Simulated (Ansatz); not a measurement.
Si2Ni (fluorite or antifluorite type, Fm-3m) at seven volumes, LDA (plane waves, PAW; program Ansatz), scaled uniformly. One row is withheld.

| V (Å³/atom) | P (GPa) |
|---|---|
| 11.602 | 19.77 |
| 11.985 | 12.04 |
| 12.367 | 5.48 |
| 12.750 | 0.00 |
| 13.132 | -4.52 |
| 13.515 | -8.39 |
| 13.897 | ? |

Problem. Fit the shown pressures and predict the withheld one.

Solution. P = (3/2)B₀(x^(7/2) − x^(5/2))[1 + (3/4)(B′ − 4)(x − 1)] with x = (V₀/V)^(2/3). Least squares on the six rows gives V₀ = 12.752 Å³/atom, B₀ = 166 GPa, B′ = 4.86. At V = 13.897, x = 0.9443 and P = -11.59 GPa. The run itself gave -11.63 GPa.

The LDA relaxation kept the symmetry of its start; of distortions, only those at the zone centre were tested. No spin polarisation was allowed.

Potentials: the later of the program's two PAW sets.
